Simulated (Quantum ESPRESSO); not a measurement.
Hf2NbF3O5, finding a planted mistake in a log

Computed values, not a measurement. The program is pw.x of Quantum ESPRESSO 7.5 (plane-wave density functional theory). The cell is made up: 11 atoms on a fluorite lattice with one site empty, with randomly drawn elements, strain and displacements, not relaxed. PseudoDojo standard norm-conserving files (v0.5 for PBE, v0.4.1 for LDA and PBEsol) set the functional; there is no spin polarisation, spin-orbit coupling or dispersion term, and the masses in the input are unused placeholders.

The hafnium pseudopotential is less sure than the others, with forces about 3 percent (worst 6) and pressure in oxides about 1.5 GPa (worst 2.7) from a second method in checks, which no rerun with the same files tests.

Intended input:

```
&control calculation='scf', pseudo_dir='./dojo.nc.sr.pbe.v0_5.standard.upf', outdir='./o', disk_io='medium', tprnfor=.true., tstress=.true. /
&system ibrav=0, nat=11, ntyp=4, nbnd=50, ecutwfc=84.00895049, nosym=.true., tot_charge=0,
 occupations='smearing', smearing='fd', degauss=0.0018374661
/
&electrons conv_thr=7.350e-09, electron_maxstep=60, /
ATOMIC_SPECIES
F 1.0 F.upf
Hf 1.0 Hf.upf
Nb 1.0 Nb.upf
O 1.0 O.upf
CELL_PARAMETERS angstrom
5.0439 0.0763 -0.0281
0.0763 5.1886 -0.0659
-0.0281 -0.0659 5.2043
ATOMIC_POSITIONS angstrom
Hf 0.0161 -0.0375 -0.0789
Hf 0.0677 2.5613 2.6387
Nb 2.6223 2.6822 -0.0338
F 1.3058 1.2766 1.3996
O 1.3609 1.475 3.8633
O 1.4887 3.8438 1.206
F 1.4108 3.8773 3.7076
O 3.7494 1.4268 1.217
O 3.8502 1.287 3.7506
O 3.8402 4.0075 1.3236
F 3.8778 3.852 3.7613
K_POINTS automatic
4 4 4 1 1 1
```

The log is shortened where brackets say so; the opening notice, blank lines, dates and the lines on written files are dropped, and the path of the files is cut. It prints rydbergs, bohrs and kilobars, and counts compression as positive stress. Where no state is partly filled, the Fermi energy that it prints is only some level between the filled and the empty states on the mesh, and need not lie in the true gap.

Log of the intended run:

```
     Program PWSCF v.7.5
     Parallel version (MPI & OpenMP), running on       1 processor cores
     Number of MPI processes:                 1
     Threads/MPI process:                     1
     [start-up lines left out]
     bravais-lattice index     =            0
     lattice parameter (alat)  =       9.5328  a.u.
     unit-cell volume          =     918.7491 (a.u.)^3
     number of atoms/cell      =           11
     number of atomic types    =            4
     number of electrons       =        88.00
     number of Kohn-Sham states=           50
     kinetic-energy cutoff     =      84.0090  Ry
     charge density cutoff     =     336.0358  Ry
     scf convergence threshold =      7.3E-09
     mixing beta               =       0.7000
     number of iterations used =            8  plain     mixing
     Exchange-correlation= PBE
                           (   1   4   3   4   0   0   0)
     [axes and pseudopotential details left out]
   Cartesian axes
     site n.     atom                  positions (alat units)
         1        Hf     tau(   1) = (   0.0031916  -0.0074338  -0.0156406  )
         2        Hf     tau(   2) = (   0.0134204   0.5077355   0.5230788  )
         3        Nb     tau(   3) = (   0.5198278   0.5317020  -0.0067003  )
         4        F      tau(   4) = (   0.2588533   0.2530649   0.2774476  )
         5        O      tau(   5) = (   0.2697760   0.2923945   0.7658356  )
         6        O      tau(   6) = (   0.2951103   0.7619700   0.2390696  )
         7        F      tau(   7) = (   0.2796679   0.7686109   0.7349706  )
         8        O      tau(   8) = (   0.7432568   0.2828396   0.2412502  )
         9        O      tau(   9) = (   0.7632387   0.2551266   0.7434947  )
        10        O      tau(  10) = (   0.7612564   0.7944209   0.2623819  )
        11        F      tau(  11) = (   0.7687100   0.7635955   0.7456158  )
     number of k points=    32  Fermi-Dirac smearing, width (Ry)=  0.0018
                       cart. coord. in units 2pi/alat
        k(    1) = (   0.1238690   0.1212751   0.1233676), wk =   0.0625000
        k(    2) = (   0.1251730   0.1243343   0.3657397), wk =   0.0625000
     [further k points left out]
     Dense  grid:    95561 G-vectors     FFT dimensions: (  60,  60,  60)
     Estimated max dynamical RAM per process >     157.52 MB
     Initial potential from superposition of free atoms
     starting charge      87.9939, renormalised to      88.0000
     Starting wfcs are   62 randomized atomic wfcs
     total cpu time spent up to now is       20.4 secs
     per-process dynamical memory:    95.1 Mb
     Self-consistent Calculation
     iteration #  1     ecut=    84.01 Ry     beta= 0.70
     Davidson diagonalization with overlap
     ethr =  1.00E-02,  avg # of iterations =  2.0
     total cpu time spent up to now is       50.6 secs
     total energy              =    -661.40076185 Ry
     estimated scf accuracy    <       5.52024449 Ry
     iteration #  2     ecut=    84.01 Ry     beta= 0.70
     Davidson diagonalization with overlap
     ethr =  6.27E-03,  avg # of iterations =  6.2
     total cpu time spent up to now is      110.1 secs
     total energy              =    -657.49700110 Ry
     estimated scf accuracy    <      47.90203689 Ry
     [iterations 3 to 17 left out]
     iteration # 18     ecut=    84.01 Ry     beta= 0.70
     Davidson diagonalization with overlap
     ethr =  1.44E-11,  avg # of iterations =  4.7
     total cpu time spent up to now is      642.2 secs
     total energy              =    -664.41201305 Ry
     estimated scf accuracy    <       0.00000001 Ry
     iteration # 19     ecut=    84.01 Ry     beta= 0.70
     Davidson diagonalization with overlap
     ethr =  1.28E-11,  avg # of iterations =  2.0
     total cpu time spent up to now is      670.4 secs
     End of self-consistent calculation
     [lines on levels left out]
     the Fermi energy is     9.7785 ev
!    total energy              =    -664.41201305 Ry
     estimated scf accuracy    <          2.8E-09 Ry
     smearing contrib. (-TS)   =      -0.00000000 Ry
     internal energy E=F+TS    =    -664.41201305 Ry
     The total energy is F=E-TS. E is the sum of the following terms:
     one-electron contribution =    -191.16799066 Ry
     hartree contribution      =     141.75422036 Ry
     xc contribution           =    -157.53371795 Ry
     ewald contribution        =    -457.46452480 Ry
     convergence has been achieved in  19 iterations
     Forces acting on atoms (cartesian axes, Ry/au):
     atom    1 type  2   force =    -0.06867321    0.09818191    0.09427991
     atom    2 type  2   force =    -0.05161897   -0.09972421   -0.10689663
     atom    3 type  3   force =     0.04922478   -0.10281089    0.14936959
     atom    4 type  1   force =    -0.03371501   -0.00243223   -0.05306092
     atom    5 type  4   force =    -0.00333175    0.03101685    0.11667574
     atom    6 type  4   force =    -0.04434821   -0.06682475   -0.12806000
     atom    7 type  1   force =    -0.03098059    0.05085949    0.02879821
     atom    8 type  4   force =     0.01963539    0.06128499   -0.10801798
     atom    9 type  4   force =     0.06821232    0.03111257    0.06488024
     atom   10 type  4   force =     0.09623214   -0.01766472   -0.12274656
     atom   11 type  1   force =    -0.00063689    0.01700098    0.06477839
     Total force =     0.427904     Total SCF correction =     0.000107
     Computing stress (Cartesian axis) and pressure
          total   stress  (Ry/bohr**3)                   (kbar)     P=     -146.80
  -0.00061745   0.00014299  -0.00019241          -90.83       21.04      -28.30
   0.00014299  -0.00095924   0.00037414           21.04     -141.11       55.04
  -0.00019241   0.00037414  -0.00141713          -28.30       55.04     -208.47
     init_run     :     16.82s CPU     19.73s WALL (       1 calls)
     electrons    :    615.40s CPU    649.99s WALL (       1 calls)
     forces       :      6.38s CPU      6.47s WALL (       1 calls)
     stress       :     23.62s CPU     24.59s WALL (       1 calls)
     [timing details left out]
     PWSCF        :  11m 2.49s CPU  11m41.98s WALL
     JOB DONE.
```

A second run was made from an input with one planted mistake. Its log:

```
     Program PWSCF v.7.5
     Parallel version (MPI & OpenMP), running on       1 processor cores
     Number of MPI processes:                 1
     Threads/MPI process:                     1
     [start-up lines left out]
     bravais-lattice index     =            0
     lattice parameter (alat)  =       9.5328  a.u.
     unit-cell volume          =     918.7491 (a.u.)^3
     number of atoms/cell      =           11
     number of atomic types    =            4
     number of electrons       =        88.00
     number of Kohn-Sham states=           50
     kinetic-energy cutoff     =      84.0090  Ry
     charge density cutoff     =     336.0358  Ry
     scf convergence threshold =      7.3E-09
     mixing beta               =       0.7000
     number of iterations used =            8  plain     mixing
     Exchange-correlation= PBE
                           (   1   4   3   4   0   0   0)
     [axes and pseudopotential details left out]
   Cartesian axes
     site n.     atom                  positions (alat units)
         1        Hf     tau(   1) = (   0.0031916  -0.0074338  -0.0156406  )
         2        Hf     tau(   2) = (   0.0134204   0.5077355   0.5230788  )
         3        Nb     tau(   3) = (   0.5198278   0.5317020  -0.0067003  )
         4        F      tau(   4) = (   0.2588533   0.2530649   0.2774476  )
         5        O      tau(   5) = (   0.2697760   0.2923945   0.7658356  )
         6        O      tau(   6) = (   0.2951103   0.7619700   0.2390696  )
         7        F      tau(   7) = (   0.2796679   0.7686109   0.7349706  )
         8        O      tau(   8) = (   0.7432568   0.2828396   0.2412502  )
         9        O      tau(   9) = (   0.7632387   0.2551266   0.7434947  )
        10        O      tau(  10) = (   0.7612564   0.7944209   0.2623819  )
        11        F      tau(  11) = (   0.7687100   0.7635955   0.7456158  )
     number of k points=     1  Fermi-Dirac smearing, width (Ry)=  0.0018
                       cart. coord. in units 2pi/alat
        k(    1) = (  -0.4954759  -0.4851005  -0.4934705), wk =   2.0000000
     Dense  grid:    95561 G-vectors     FFT dimensions: (  60,  60,  60)
     Estimated max dynamical RAM per process >     157.52 MB
     Initial potential from superposition of free atoms
     starting charge      87.9939, renormalised to      88.0000
     Starting wfcs are   62 randomized atomic wfcs
     total cpu time spent up to now is        2.0 secs
     per-process dynamical memory:    96.0 Mb
     Self-consistent Calculation
     iteration #  1     ecut=    84.01 Ry     beta= 0.70
     Davidson diagonalization with overlap
     ethr =  1.00E-02,  avg # of iterations =  2.0
     total cpu time spent up to now is        2.9 secs
     total energy              =    -661.80447849 Ry
     estimated scf accuracy    <       5.20983665 Ry
     iteration #  2     ecut=    84.01 Ry     beta= 0.70
     Davidson diagonalization with overlap
     ethr =  5.92E-03,  avg # of iterations =  6.0
     total cpu time spent up to now is        4.3 secs
     total energy              =    -656.83660121 Ry
     estimated scf accuracy    <      49.70176808 Ry
     [iterations 3 to 16 left out]
     iteration # 17     ecut=    84.01 Ry     beta= 0.70
     Davidson diagonalization with overlap
     ethr =  3.38E-11,  avg # of iterations =  5.0
     total cpu time spent up to now is       21.4 secs
     total energy              =    -664.59975582 Ry
     estimated scf accuracy    <       0.00000001 Ry
     iteration # 18     ecut=    84.01 Ry     beta= 0.70
     Davidson diagonalization with overlap
     ethr =  1.27E-11,  avg # of iterations =  5.0
     total cpu time spent up to now is       22.5 secs
     End of self-consistent calculation
     [lines on levels left out]
     the Fermi energy is     9.3617 ev
!    total energy              =    -664.59975582 Ry
     estimated scf accuracy    <          3.4E-09 Ry
     smearing contrib. (-TS)   =      -0.00000000 Ry
     internal energy E=F+TS    =    -664.59975582 Ry
     The total energy is F=E-TS. E is the sum of the following terms:
     one-electron contribution =    -190.34060381 Ry
     hartree contribution      =     140.48706861 Ry
     xc contribution           =    -157.28169581 Ry
     ewald contribution        =    -457.46452480 Ry
     convergence has been achieved in  18 iterations
     Forces acting on atoms (cartesian axes, Ry/au):
     atom    1 type  2   force =    -0.07295639    0.09748817    0.08430649
     atom    2 type  2   force =    -0.05529952   -0.10663282   -0.10698084
     atom    3 type  3   force =     0.07218094   -0.09806377    0.15554275
     atom    4 type  1   force =    -0.01660876    0.01018326   -0.06623208
     atom    5 type  4   force =     0.00139642    0.00094100    0.10252965
     atom    6 type  4   force =    -0.04152842   -0.04735441   -0.09899080
     atom    7 type  1   force =    -0.01749305    0.04985186    0.03064085
     atom    8 type  4   force =     0.02384833    0.04272685   -0.08658588
     atom    9 type  4   force =     0.04713547    0.04968096    0.06462373
     atom   10 type  4   force =     0.07096156   -0.02560458   -0.13499990
     atom   11 type  1   force =    -0.01163659    0.02678347    0.05614602
     Total force =     0.407780     Total SCF correction =     0.000140
     Computing stress (Cartesian axis) and pressure
          total   stress  (Ry/bohr**3)                   (kbar)     P=     -179.04
  -0.00084360   0.00011873  -0.00018008         -124.10       17.47      -26.49
   0.00011873  -0.00119747   0.00034641           17.47     -176.15       50.96
  -0.00018008   0.00034641  -0.00161021          -26.49       50.96     -236.87
     init_run     :      1.80s CPU      1.89s WALL (       1 calls)
     electrons    :     20.11s CPU     20.54s WALL (       1 calls)
     forces       :      0.47s CPU      0.47s WALL (       1 calls)
     stress       :      1.82s CPU      2.02s WALL (       1 calls)
     [timing details left out]
     PWSCF        :     24.33s CPU     25.11s WALL
     JOB DONE.
```

Question: what was wrong in the second input?

Answer: the k-point mesh is too coarse. The input lines that differ, file-writing options aside:

```
- 4 4 4 1 1 1
+ 1 1 1 1 1 1
```

|  | intended run | run with the mistake |
| --- | --- | --- |
| free energy (eV) | -9039.786 | -9042.340 |
| smearing term -TS (eV) | 0.0000 | 0.0000 |
| pressure (GPa) | -14.68 | -17.90 |
| largest force component (eV/Å) | 3.840 | 3.999 |
| largest change of a force component (eV/Å) |  | 0.773 |
| iterations | 19 | 18 |

For scale, a rerun of the intended cell at a cutoff of 1467 eV and k mesh 6 x 6 x 6 moved values by no more than 0.002 eV in energy, 0.04 GPa in stress and 0.005 eV/Å in force.